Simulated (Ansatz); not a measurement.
Input:

Ge (diamond, Fd-3m), a = b = c = 5.672 Å, α = β = γ = 90.00°; the cell used has 2 atoms.

This is the r²SCAN-relaxed structure.

Q: All from DFT-r²SCAN in the program Ansatz with PAW potentials, unless another level is named. Estimate the hole effective mass, band 1 of 3 at the edge.

A: 0.21 along [100], 1.6 along [110], 0.51 along [111] (mₑ).

Q: What about the band gap?

A: 0.37 eV (direct).

Q: What about the Z2 indices of the occupied bands with spin–orbit coupling?

A: 0;(000).

The cell was relaxed with r²SCAN under the symmetry of its start; phonons on a q-mesh show no instability. Spin–orbit coupling is left out wherever it is not named.

Potentials: the earlier of the program's two PAW sets.
